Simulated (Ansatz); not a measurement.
Na$_{3}$MoO$_{3}$F$_{3}$: pressure and gap against volume

A database entry relaxed whole under r2SCAN (R3):

```xyz
10
Lattice="2.7955 1.6140 4.8467 -2.7955 1.6140 4.8467 0.0000 -3.2280 4.8467" Properties=species:S:1:pos:R:3 pbc="T T T"
Na    0.0000    0.0000    3.2929
Na    0.0000    0.0000   10.5918
Na    0.0000    0.0000    7.4120
Mo    0.0000    0.0000    0.0072
O     1.8218   -0.3548    8.9702
O    -1.2182   -1.4004    8.9702
O    -0.6037    1.7551    8.9702
F    -1.9463    0.3853    6.3605
F     1.3068    1.4929    6.3605
F     0.6395   -1.8782    6.3605
```

The cell was scaled uniformly, its shape held, and the atoms relaxed at each volume with plane-wave PAW DFT (Ansatz 0.2.0; r2SCAN, 500 eV, 6×6×6 Γ-centred mesh, fermi-dirac occupations of width 0.020 eV; no spin, no spin-orbit coupling). One row is withheld.

```
volume (Å³/atom)  energy over the lowest (meV/atom)  pressure (GPa)  gap over mesh and path (eV)
          12.333                                8.9            3.84                        4.508
          12.596                                3.8            2.40                        4.484
          12.858                                0.9            1.12                        4.461
          13.121                                0.0            0.01                        4.440
          13.383                                  ?               ?                            ?
          13.645                                3.1           -1.82                        4.401
          13.908                                6.7           -2.55                        4.382
```

Question: Fit the pressures of the other rows to the third-order Birch-Murnaghan form.

Answer: With f = [(V₀/V)^(2/3) − 1]/2 and P = 3B₀f(1 + 2f)^(5/2)[1 + 3(B₀′ − 4)f/2], least squares gives V₀ = 13.12 Å³ an atom, B₀ = 51.9 GPa and B₀′ = 5.7; the rows miss the fit by less than 0.01 GPa. The slope of the energies differs from these pressures by less than 0.05 GPa.

Question: How does the gap move with volume?

Answer: A parabola in ln(V/V₀) through the other rows has the slope dE_g/d ln V = -1.0 eV at V₀, so by B₀ the gap moves by +20 meV a GPa at this fixed shape: it widens under pressure.

Question: What does the withheld row hold?

Answer: The fit gives -0.96 GPa at 13.383 Å³; the run gave -0.96 GPa and 0.8 meV an atom. Its gap is 4.420 eV, against 4.420 eV from the parabola.

Caveats: the shape of the cell was held, so B₀ is an upper bound where the axes differ in stiffness; 0 K, fixed nuclei; the symmetry was kept, and this need not be the phase that is stable at 0 K; one mesh for all volumes; r2SCAN gaps lie as a rule under measured ones; the slope of the gap can be off by tens of per cent, more where shallow d levels or spin-orbit coupling act on the edges; pressure is positive in compression.
